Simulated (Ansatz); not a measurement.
Here is the system:

AlRh:
```
AlRh
1.0
    2.94834     0.00000     0.00000
    0.00000     2.94834     0.00000
    0.00000     0.00000     2.94834
Al Rh
1 1
Direct
  0.00000   0.00000   0.00000
  0.50000   0.50000   0.50000
```

This is the LDA-relaxed structure.

**Question.** All from the program Ansatz at the LDA level (PAW), unless another level is named. Give the Debye temperature from the elastic constants.

**Answer.** 510 K.

**Question.** Predict the highest zone-centre frequency.

**Answer.** 293 cm⁻¹.

**Question.** Predict the elastic constants (relaxed ions, GPa).

**Answer.** C11 = 345, C12 = 166, C44 = 123.

Space group Pm-3m (CsCl type). The workflow started from a Materials Project entry (that database holds measured and hypothetical structures alike); the Crystallography Open Database copy checked does not list it. Its standing as an ambient phase is unchecked. The LDA relaxation kept the symmetry of its start; whether a distortion lowers the energy is not shown. No spin polarisation was allowed. As this level gives no gap, shear constants depend on the k-mesh and smearing (Fermi–Dirac, 0.1 eV here). As this level gives no gap, phonon frequencies hold no LO–TO term and depend on the k-mesh and smearing (Fermi–Dirac, 0.1 eV here).

Potentials: the earlier of the program's two PAW sets. The files were generated under PBE; for other functionals the program regenerates the frozen cores, and for LDA and PBEsol the local potential too.
